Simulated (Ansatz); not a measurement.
Here is an unrelaxed guess for SiB₂.

```cif
data_structure
_symmetry_space_group_name_H-M 'P 1'
_symmetry_Int_Tables_number 1
_cell_length_a 4.3862
_cell_length_b 4.3862
_cell_length_c 4.0699
_cell_angle_alpha 90.000
_cell_angle_beta 90.000
_cell_angle_gamma 120.000
_cell_volume 67.81
loop_
_atom_site_label
_atom_site_type_symbol
_atom_site_fract_x
_atom_site_fract_y
_atom_site_fract_z
_atom_site_occupancy
Si1 Si 0.66667 0.33333 0.50000 1
Si2 Si 0.33333 0.66667 0.50000 1
B1 B 0.33963 0.33963 0.00000 1
B2 B 0.00000 0.66037 0.00000 1
B3 B 0.66037 0.00000 0.00000 1
B4 B 0.00000 0.00000 0.50000 1
```

Level of theory: DFT PBE, scalar-relativistic, plane waves, PAW (Ansatz 0.2.0). Cutoff 420 eV; k points 6×6×4 on the computed 6-atom cell (Γ-centred); Gaussian smearing, width 0.10 eV; no spin polarisation.

The zero of energy is the elements' standard structures at the same level; no fitted shifts are applied.

Problem. How far from equilibrium is it?

Solution. The pressure is -22.6 GPa (the mean over three directions, positive in compression), the largest force is 0.02 eV/Å, and the energy is +1.75 eV/atom against the elements. The shortest distance is 2.50 Å.

Problem. Is it a good guess?

Solution. A rough one: relaxing gains about 0.86 eV/atom (the start's value is from the coarse mesh, so the gain is rough) in 34 ionic steps and ends at +0.89 eV/atom on the finer mesh. The symmetry stays P-62m (No. 189). The volume per atom shrinks by 15.1 %, from 11.3 to 9.6 Å³. The shortest distance goes from 2.50 Å (Si–B) to 1.75 Å (B–B). The ratio c/a of the conventional cell changes by a factor of 0.60. Conventional cell: a = 4.928 Å, c = 2.737 Å. Si has 6 B at 2.40 Å, 5 Si at 2.74–2.85 Å and 3 B at 2.85 Å; B on a site of symmetry m2m is surrounded by 2 B at 1.75 Å, 2 B at 1.90 Å and 4 Si at 2.40 Å; B on a site of symmetry -62m has 6 B at 1.75 Å, 2 B at 2.74 Å and 6 Si at 2.85 Å.

The last run used a 12×12×14 mesh (in the run's order of axes) for its 6-atom cell and Gaussian smearing of 0.10 eV. The relaxation can't lower the symmetry of the start, and the grade says only how near the guess is to its own end. A structure relaxed within its symmetry needn't be a true minimum. Another cell of SiB2 relaxed alike, in P6_3/mmc, lies 0.39 eV/atom lower, so this cell isn't the stable form at this level.
